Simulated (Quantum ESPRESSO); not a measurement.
Field gradients of Li₈S₃O from the PAW reconstruction of the field gradient on a scalar-relativistic PBE ground state (a modified build of Quantum ESPRESSO, JTH datasets), 22.5 Ha, k-mesh 4×4×4 through Γ:

```xyz
12
Lattice="5.4567 0.0000 0.0000 0.0000 5.4567 0.0000 0.0000 0.0000 5.4567" Properties=species:S:1:pos:R:3 pbc="T T T"
Li     1.2775     1.2775     4.1792
Li     1.2775     4.1792     4.1792
O      0.0000     0.0000     0.0000
Li     1.2775     4.1792     1.2775
Li     1.2775     1.2775     1.2775
S      0.0000     2.7283     2.7283
Li     4.1792     1.2775     1.2775
Li     4.1792     4.1792     1.2775
S      2.7283     0.0000     2.7283
Li     4.1792     4.1792     4.1792
Li     4.1792     1.2775     4.1792
S      2.7283     2.7283     0.0000
```
The cell was made here from a computed Materials Project entry: one of 4 S replaced by O, cell and atoms relaxed (PBE without dispersion, pw.x of Quantum ESPRESSO, symmetry kept). The parent is Li2S in Fm-3m; whether this form has been observed was not checked. The swapped cell is a model, not a known phase. Stability against distortions was not tested.

Vzz is the sum of three terms, each taken along its main axis: the smooth valence density, the ions (nucleus and frozen core) with the augmentation charges of all other spheres, and the all-electron minus smooth density in the atom's own sphere. The split hangs on the datasets.  Cores are frozen. Against all-electron runs on small test molecules, this scheme's |Vzz| missed by −3 % on S.

```tsv
site	smooth valence density	ions and other spheres	own sphere	Vzz (a.u.)
S (atoms 6, 9, 12)	0.004	-0.021	___	___
```

Question: What belongs in the gaps?

Answer: 
- S (atoms 6, 9, 12), own sphere: -0.300
- S (atoms 6, 9, 12), Vzz (a.u.): -0.317
